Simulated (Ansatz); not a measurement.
AlNi$_{3}$:
```cif
data_AlNi3
_chemical_formula_sum 'Al1 Ni3'
_space_group_name_H-M_alt 'P 1'
_space_group_IT_number 1
_cell_length_a 3.52735
_cell_length_b 3.52735
_cell_length_c 3.52735
_cell_angle_alpha 90.000
_cell_angle_beta 90.000
_cell_angle_gamma 90.000
loop_
_space_group_symop_operation_xyz
  'x, y, z'
loop_
_atom_site_label
_atom_site_type_symbol
_atom_site_fract_x
_atom_site_fract_y
_atom_site_fract_z
_atom_site_occupancy
Al1 Al 0.00000 0.00000 0.00000 1
Ni1 Ni 0.00000 0.50000 0.50000 1
Ni2 Ni 0.50000 0.00000 0.50000 1
Ni3 Ni 0.50000 0.50000 0.00000 1
```
The run is spin-polarised; directions of the spins, atom by atom: 0 ↑ ↑ ↑.

Relaxed with r²SCAN.

Question: Tabulate the valence density and the electron localisation function along the shortest Ni–Ni contact (2.49 Å), the program Ansatz at the r²SCAN level (PAW).

Answer: 

```
distance from Ni (Å)  density (e/Å³)   ELF
--------------------  --------------  ----
0.25                           35.57  0.94
0.37                           17.91  0.77
0.50                            7.65  0.48
0.62                            3.10  0.27
0.75                            1.33  0.19
0.87                            0.66  0.16
1.00                            0.44  0.18
1.12                            0.35  0.24
1.25                            0.33  0.28
1.37                            0.35  0.24
1.50                            0.44  0.18
1.62                            0.66  0.16
1.75                            1.33  0.19
1.87                            3.10  0.27
2.00                            7.65  0.48
2.12                           17.91  0.77
2.24                           35.57  0.94
```

The density is the valence pseudo-density with augmentation charge, so density and ELF within about 1 Å of a nucleus are not all-electron values.

Space group Pm-3m (Cu3Au type). The cell was relaxed with r²SCAN under the symmetry of its start. Magnetic state: ferromagnetic, the only order run, not a proven ground state. Other orbital occupations within this spin state were not tried.

Potentials: the earlier of the program's two PAW sets. The files were generated under PBE; for other functionals the program regenerates the frozen cores, and for LDA and PBEsol the local potential too.
